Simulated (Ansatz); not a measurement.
A vibration from a frozen displacement in Ta4C3

Theory: DFT r2SCAN, scalar-relativistic, plane waves, PAW in Ansatz. The runs took a 500 eV cutoff, a Γ-centred 10×10×10 mesh and Gaussian smearing (0.15 eV). Spin–orbit coupling is left out, which matters for the heavy elements here. No spin polarisation. Energies are free energies at this smearing, counted from the undisturbed cell; pressure is positive in compression.

The undisturbed cell (relaxed at this level; it needn't be the usual structure):

```
Ta C
1.0
     4.42479    0.00000    0.00000
     0.00000    4.42479    0.00000
     0.00000    0.00000    4.42479
Ta C
4 3
Direct
  0.00000 0.50000 0.50000
  0.50000 0.00000 0.50000
  0.50000 0.50000 0.00000
  0.00000 0.00000 0.00000
  0.50000 0.00000 0.00000
  0.00000 0.50000 0.00000
  0.00000 0.00000 0.50000
```

Every C atom is moved by x along the Cartesian unit vector (0.000, 0.000, -1.000); the cell and all other atoms stay fixed. The cell's volume is 86.63 Å³; the moved atoms weigh 36.033 u together and the others 723.792 u. Some rows repeat others by symmetry and weren't run.

```csv
x (Å),ΔE (meV/cell),total force on the moved atoms along the move (eV/Å),pressure (GPa)
-0.3000,1891.19,13.8916,10.9814
-0.2625,1415.34,11.5488,8.3211
-0.2250,1021.23,9.5046,6.0562
-0.1875,699.86,7.6742,4.1802
-0.1500,443.29,6.0292,2.6612
-0.1125,247.08,4.4406,1.4944
-0.0750,109.34,2.9190,0.6750
-0.0375,27.38,1.4579,0.1876
0.0000,0.00,0.0000,0.0254
0.0375,27.38,-1.4579,0.1876
0.0750,109.34,-2.9190,0.6750
0.1125,247.08,-4.4406,1.4944
0.1500,443.29,-6.0292,2.6612
0.1875,699.86,-7.6742,4.1802
0.2250,1021.23,-9.5046,6.0562
0.2625,1415.34,-11.5488,8.3211
0.3000,1891.19,-13.8916,10.9814
```

Question: What frequency belongs to this motion?

Answer: The force constant is k = −dF/dx = 38.877 eV/Å², from the parabola through x = -0.0375, 0 and 0.0375. In every cell the moved atoms swing against the rest, so the mass is μ = m₁m₂/(m₁ + m₂) = 34.324 u, and ν̃ = 521.5 cm⁻¹ × √(|k|/μ) = 555 cm⁻¹. The pattern needn't be a normal mode: ν̃² is then a weighted mean of the squared nonzero frequencies at the zone centre of this cell, so it lies between the lowest and the highest of them.

Question: How far does the harmonic law reach?

Answer: At x = -0.300 Å, kx²/2 = 1749.48 meV against the computed 1891.19 meV (+8.1 %): the well stiffens in this direction at large amplitude.

Question: The pressure changes with x². What does that say about the frequency under compression?

Answer: With E = k(V)x²/2, k ∝ V^(−2γ) and x scaling with the cell as V^(1/3), P − P0 = −∂E/∂V = (2γ − 2/3) ΔE/V. At x = 0.0750 Å, V(P − P0) = 86.63 × 0.64954 / 160.2 eV = 351.22 meV and ΔE = 109.34 meV, so γ = 1/3 + V(P − P0)/(2ΔE) = 1.94. This is the Grüneisen parameter of the motion under uniform scaling of the cell: shrinking the cell evenly by 1 % in volume raises the frequency by about 1.94 %.

In a metal these slopes depend on the k mesh and the smearing.

Cost: 9 runs of about 7.6 core-minutes in all, on Oxide Virtual Turin-like Processor (Zen 5) (shared hosts).